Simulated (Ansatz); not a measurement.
# zincblende-structured VSb

Method: PBEsol, scalar-relativistic; collinear spin; PAW, 420 eV, Γ-centred 10×10×10 mesh, 0.05 eV Gaussian smearing; code Ansatz; PAW files: Ansatz's generated set soft_2.

```cif
data_structure
_symmetry_space_group_name_H-M 'F-43m'
_symmetry_Int_Tables_number 216
_cell_length_a 6.0800
_cell_length_b 6.0800
_cell_length_c 6.0800
_cell_angle_alpha 90.000
_cell_angle_beta 90.000
_cell_angle_gamma 90.000
_cell_volume 224.75
loop_
_atom_site_label
_atom_site_type_symbol
_atom_site_symmetry_multiplicity
_atom_site_Wyckoff_symbol
_atom_site_fract_x
_atom_site_fract_y
_atom_site_fract_z
_atom_site_occupancy
V1 V 4 a 0.00000 0.00000 0.00000 1
Sb1 Sb 4 d 0.25000 0.25000 0.75000 1
```

The structure was built from a prototype; whether the compound forms in it isn't claimed.

Magnetic state: ferromagnetic, site spin moments V 1.91; Sb -0.13 μB.

The cell above was scaled in volume, its shape and atoms being fixed by the lattice's symmetry. Energies are counted from the cell above.

The cell is relaxed to zero pressure at this level.

| V (Å³/atom) | ΔE (meV/atom) | P (GPa) | gap on the mesh (eV) | largest moment (μB) |
| --- | --- | --- | --- | --- |
| 26.97 | 8.2 | 2.5 | 0.06 | 1.88 |
| 27.53 | 1.8 | 1.2 | 0.05 | 1.89 |
| 28.09 | 0.0 | -0.1 | 0.05 | 1.91 |
| 28.66 | 2.3 | -1.2 | 0.05 | 1.93 |
| 29.22 | 8.2 | -2.2 | 0.04 | 1.95 |

(1) What do the points give for the equilibrium volume, the bulk modulus and its pressure derivative (third-order Birch–Murnaghan)?

Answer:

(1) V0 = 28.05 Å³/atom, B0 = 59 GPa, B0′ = 4.3.

B0·V0 = 58.7 GPa × 28.05 Å³ = 10.29 eV/atom sets the scale: near the minimum ΔE ≈ ½ B0 V0 x², with x = V/V0 − 1, and a pressure of 0.6 GPa squeezes the volume by about 1 %. At the ends of the curve: x = −3.9 % predicts 7.7 meV/atom and the run gives 8.2; x = +4.1 % predicts 8.8 meV/atom and the run gives 8.2. Compression costs more and expansion less than the parabola says, since the crystal stiffens as it shrinks; B0′ measures that.

No spin–orbit coupling, a notable omission for heavy elements. The run wasn't fully tested for a lower electronic state. Site moments are of spin, integrated over atomic spheres. Spin–orbit coupling shifts the heavy anion's p levels by more than this gap and may close it. Only parallel moments were tried, so the real magnetic order may be another.
